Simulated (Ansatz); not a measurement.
TiSiB:
Space group Cmcm (No. 63); a = 3.3090 Å, b = 13.2696 Å, c = 3.0677 Å, α = β = γ = 90.00°

| atom | site | symmetry | x | y | z |
|---|---|---|---|---|---|
| Si | 4c | m2m | 0.0000 | 0.7015 | 0.2500 |
| B | 4c | m2m | 0.0000 | 0.5313 | 0.2500 |
| Ti | 4c | m2m | 0.0000 | 0.0935 | 0.7500 |
(The calculation used a cell of 6 atoms; values per cell refer to that cell.)

Relaxed with PBE.

**Question.** Which orbitals make up the states near the Fermi level in DFT-PBE in the program Ansatz with PAW potentials?

**Answer.** Within 0.5 eV of the Fermi level: Ti 3d 66 %, Si 3p 19 %, B 2p 7 %. Projections are on Löwdin-orthogonalised atomic valence shells; empty p or d shells of many metals are not among them.

**Question.** Tabulate the density of states.

**Answer.** States/eV per cell of 6 atoms, in 0.25 eV bins, energy from the Fermi level.

| E (eV) | total | Ti 3d | Si 3p | B 2p |
|---|---|---|---|---|
| -7.85 | 1.30 | 0.16 | 0.27 | 0.30 |
| -7.60 | 1.39 | 0.19 | 0.28 | 0.32 |
| -7.35 | 1.19 | 0.17 | 0.25 | 0.28 |
| -7.10 | 1.08 | 0.16 | 0.23 | 0.27 |
| -6.85 | 0.98 | 0.15 | 0.19 | 0.27 |
| -6.60 | 0.87 | 0.13 | 0.16 | 0.26 |
| -6.35 | 1.06 | 0.15 | 0.18 | 0.36 |
| -6.10 | 1.45 | 0.17 | 0.29 | 0.53 |
| -5.85 | 1.49 | 0.18 | 0.41 | 0.51 |
| -5.60 | 1.03 | 0.13 | 0.35 | 0.32 |
| -5.35 | 1.56 | 0.19 | 0.69 | 0.40 |
| -5.10 | 2.02 | 0.28 | 0.84 | 0.57 |
| -4.85 | 2.84 | 0.39 | 0.95 | 1.07 |
| -4.60 | 2.04 | 0.34 | 0.64 | 0.78 |
| -4.35 | 2.10 | 0.36 | 0.65 | 0.84 |
| -4.10 | 2.28 | 0.41 | 0.69 | 0.92 |
| -3.85 | 2.46 | 0.46 | 0.80 | 0.97 |
| -3.60 | 2.65 | 0.52 | 0.80 | 1.08 |
| -3.35 | 2.50 | 0.55 | 0.67 | 1.07 |
| -3.10 | 2.13 | 0.48 | 0.52 | 0.94 |
| -2.85 | 2.13 | 0.55 | 0.45 | 0.93 |
| -2.60 | 2.37 | 0.67 | 0.56 | 0.85 |
| -2.35 | 2.85 | 1.01 | 0.66 | 0.86 |
| -2.10 | 3.05 | 1.28 | 0.68 | 0.75 |
| -1.85 | 2.73 | 1.25 | 0.69 | 0.50 |
| -1.60 | 3.37 | 1.69 | 0.88 | 0.44 |
| -1.35 | 4.11 | 2.11 | 1.19 | 0.40 |
| -1.10 | 4.58 | 2.67 | 1.03 | 0.41 |
| -0.85 | 3.33 | 1.97 | 0.69 | 0.33 |
| -0.60 | 2.50 | 1.52 | 0.51 | 0.22 |
| -0.35 | 2.18 | 1.39 | 0.42 | 0.18 |
| -0.10 | 2.40 | 1.55 | 0.49 | 0.19 |
| 0.15 | 2.15 | 1.44 | 0.43 | 0.13 |
| 0.40 | 1.75 | 1.24 | 0.31 | 0.10 |
| 0.65 | 1.46 | 1.08 | 0.17 | 0.11 |
| 0.90 | 1.70 | 1.28 | 0.17 | 0.13 |
| 1.15 | 1.07 | 0.79 | 0.12 | 0.09 |
| 1.40 | 1.59 | 1.17 | 0.17 | 0.12 |
| 1.65 | 2.66 | 1.88 | 0.27 | 0.21 |
| 1.90 | 4.02 | 2.86 | 0.41 | 0.29 |
| 2.15 | 4.10 | 3.00 | 0.37 | 0.28 |
| 2.40 | 4.46 | 3.27 | 0.38 | 0.29 |
| 2.65 | 5.55 | 3.99 | 0.46 | 0.40 |
| 2.90 | 4.90 | 3.46 | 0.40 | 0.31 |
| 3.15 | 5.19 | 3.67 | 0.43 | 0.44 |
| 3.40 | 6.74 | 4.49 | 0.75 | 0.66 |
| 3.65 | 5.65 | 3.46 | 0.62 | 0.59 |
| 3.90 | 3.68 | 2.00 | 0.49 | 0.40 |
| 4.15 | 3.82 | 1.93 | 0.59 | 0.41 |
| 4.40 | 2.99 | 1.32 | 0.53 | 0.30 |
| 4.65 | 4.04 | 1.82 | 0.71 | 0.50 |
| 4.90 | 3.01 | 1.16 | 0.55 | 0.42 |

The start of the workflow was typed in or built on a structure type; neither database checked (COD, Materials Project) lists it. Its standing as an ambient phase is unchecked. The PBE relaxation kept the symmetry of its start; its stability against distortions is not shown here. The run is not spin-polarised.

Potentials: the later of the program's two PAW sets.
